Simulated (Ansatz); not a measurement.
A scan (energy over volume and axial ratio; atoms clamped) gave these values. Computed with PBE (plane waves to 420 eV, PAW, scalar-relativistic; Ansatz, a first-principles code).

| Item | Result |
|---|---|
| Modulus against c/a change at fixed volume, (3/4V)·∂²E/∂(ln c/a)² (fit, atoms clamped) | 210 GPa, an upper bound as the atoms could relax |

Problem. Of these crystals, all scanned alike, which one is it?
A) IrO₂ (rutile)
B) ZnS (wurtzite)
C) CdSe (wurtzite)

Solution. A, IrO₂ (rutile). The others have, for the modulus against c/a change at fixed volume, (3/4V)·∂²E/∂(ln c/a)²: CdSe 38 GPa, ZnS 65 GPa

All were relaxed with their symmetry unable to fall. IrO2 is run without spin polarisation and with no Hubbard U. Spin-orbit coupling is left out. As the atoms are clamped, bonds stretch with the cell, which overstates energies and stresses. With partly filled bands, the response to shear is sensitive to the k mesh, so small differences along c/a are uncertain.

(A scan under strain: stresses follow from slopes of the energy per volume, elastic moduli from its curvatures.)
